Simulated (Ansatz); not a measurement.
The elements of this relaxed trial crystal are hidden behind letters.

```
lattice vectors (Å)
   0.0000    2.3267   11.4234
   1.6246    0.0000   11.4234
   1.6246    2.3267    0.0000
fractional positions
X 0.8024 0.8024 0.1976
X 0.1976 0.1976 0.8024
X 0.0000 0.0000 0.0000
Z 0.5990 0.5990 0.4010
Z 0.4010 0.4010 0.5990
```

These are results of DFT PBE, scalar-relativistic, plane waves, PAW in Ansatz 0.2.0, not measurements. Plane waves to 420 eV, a 14×14×14 mesh through Γ for the 5-atom cell and 0.10 eV Gaussian smearing; no spin polarisation.

| Item | Value |
| --- | --- |
| Space group | Fmmm (No. 69) |
| Conventional cell | a = 3.249 Å, b = 4.653 Å, c = 22.847 Å |
| Volume per atom | 17.27 Å³ |
| Density | 17.51 g/cm³ |
| Energy over the elements | −0.04 eV/atom |
| Gap on the 14×14×14 mesh of the 5-atom cell | 0 eV (a metal) |

Energies are uncorrected and count from the elements' standard states at the same level.

Question: X is a d-block element of period 6 and Z is a d-block element of period 6. Which elements are they?

Answer: X = Ta, Z = W, so the formula is Ta3W2. Density times volume gives a mean mass of 17.51 × 17.27/1.6605 = 182.1 u per atom, and this set has 182.1 u. Among the elements that the hints allow, noble gases aside, only these give it. Ta on a site of symmetry mm2 is surrounded by 2 W at 2.78 Å, 6 Ta at 2.84–2.89 Å, 2 W at 3.24 Å and 4 Ta at 3.25–3.34 Å; Ta on a site of symmetry mmm has 4 W at 2.79 Å, 4 Ta at 2.84 Å, 4 W at 3.25 Å and 2 Ta at 3.25 Å; W is surrounded by 4 Ta at 2.78–2.79 Å, 4 W at 2.84 Å, 4 Ta at 3.24–3.25 Å and 2 W at 3.25 Å.

These runs have no spin–orbit coupling, which can matter for Ta and W. This cell was reached by moving the atoms of another relaxed cell at random and relaxing again, last within the group found; it had no such test of its own.
